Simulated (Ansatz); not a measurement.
Relaxed InAs (zinc blende):

```yaml
crystal:
  lattice:
    - [0.00000, 3.09316, 3.09316]
    - [3.09316, 0.00000, 3.09316]
    - [3.09316, 3.09316, 0.00000]
  atoms:
    - { symbol: As, position: [0.75000, 0.75000, 0.75000] }
    - { symbol: In, position: [0.00000, 0.00000, 0.00000] }
```

In each cell atom 2 (In, nearest neighbour As at 2.679 Å; its periodic images, 4.4 Å or more away, move with it) moves by s·(0.577, 0.577, 0.577) (along Cartesian [111]), the rest being held.

Calculation: PBE (plane waves to 420 eV, PAW, scalar-relativistic; Ansatz, a quantum-chemistry and plane-wave program). k mesh 8×8×8 (Γ-centred), Fermi-Dirac smearing 0.05 eV. Energies are smeared free energies. Left out: 1 of 11 points, with atoms too close for the PAW data. With partly filled bands, energies and forces of such displacements shift with the k mesh and the smearing. At this level the bands of InAs touch or barely overlap; measurements give the solid a gap. InAs was relaxed with its symmetry unable to fall. ΔE is measured from the undisplaced structure. The last digit holds for this mesh only.

```csv
s (Å),ΔE (meV/cell)
-0.640,2829.0
-0.480,1300.1
-0.320,480.6
-0.160,100.7
0.000,0.0
0.160,71.0
0.320,236.9
0.480,436.3
0.640,624.7
0.800,767.0
```

### Question
What force constant k = d²E/ds² at s = 0 does the table give?

### Answer
6.6 eV/Å². It is the second difference of the nearest points, corrected with the next pair.

### Question
With k = 6.63 eV/Å² from the forces, is the well harmonic out to s = 0.800 Å?

### Answer
½ks² = 2122 meV/cell against the computed 767 meV/cell, so the well is softer than harmonic there.

(For displaced atoms, the force is minus the slope of the energy, and its curvature is a force constant, which sets phonon frequencies.)
